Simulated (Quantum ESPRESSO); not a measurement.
## Nb2TiO6F2 (convergence and cost over cutoff and k mesh)

Simulated, not a measurement. The program is pw.x of Quantum ESPRESSO 7.5 (plane-wave density functional theory). The cell is made up: 11 atoms on a fluorite lattice with one site empty, with randomly drawn elements, strain and displacements, not relaxed. PseudoDojo standard norm-conserving files (v0.5 for PBE, v0.4.1 for LDA and PBEsol) set the functional; there is no spin polarisation, spin-orbit coupling or dispersion term, and the masses in the input are unused placeholders.

Input of the run in row 2:

```
&control calculation='scf', pseudo_dir='./dojo.nc.sr.pbe.v0_5.standard.upf', outdir='./o', disk_io='medium', tprnfor=.true., tstress=.true. /
&system ibrav=0, nat=11, ntyp=4, nbnd=50, ecutwfc=84.00895049, nosym=.true., tot_charge=0,
 occupations='smearing', smearing='fd', degauss=0.0018374661
/
&electrons conv_thr=7.350e-09, electron_maxstep=60, /
ATOMIC_SPECIES
F 1.0 F.upf
Nb 1.0 Nb.upf
O 1.0 O.upf
Ti 1.0 Ti.upf
CELL_PARAMETERS angstrom
4.9509 0.0608 0.044
0.0608 4.906 0.0571
0.044 0.0571 4.9933
ATOMIC_POSITIONS angstrom
Nb 0.0067 2.4162 2.497
Ti 2.5009 0.1206 2.4171
Nb 2.4831 2.4961 0.0908
O 1.2666 1.2615 1.1842
F 1.332 1.2687 3.8134
O 1.2572 3.7321 1.3504
F 1.3346 3.78 3.8522
O 3.7069 1.3089 1.2288
O 3.7331 1.3663 3.7361
O 3.6965 3.7461 1.3055
O 3.7914 3.8253 3.894
K_POINTS automatic
5 5 5 1 1 1
```

The same cell was run at these settings. Meshes are shifted by half a step, and differences are from the last row, which is itself not exact.

| cutoff (eV) | k mesh | k points solved | threshold (eV) | free energy less the last row's (eV) | pressure (GPa) | largest stress difference (GPa) | largest force difference (eV/Å) | iterations | wall time (s) | k-point pools | processor |
| --- | --- | --- | --- | --- | --- | --- | --- | --- | --- | --- | --- |
| 800 | 2 x 2 x 2 | 4 | 1e-04 | 1.428 | -27.95 | 17.47 | 0.200 | 15 | 52 | 1 | AMD EPYC, Zen 5 class |
| 1143 | 5 x 5 x 5 | 63 | 1e-07 | 0.002 | -10.65 | 0.05 | 0.003 | 21 | 1432 | 1 | AMD EPYC, Zen 5 class |
| 1467 | 7 x 7 x 7 | 172 | 1e-07 | 0.000 | -10.61 | 0.00 | 0.000 | 21 | 1167 | 4 | Intel Xeon, 2023 or later |

Each pool is one process. Wall times include start-up and a band step at six k points, which weighs most on the coarsest meshes. The runs were on shared virtual cores whose load varied, so times are rough.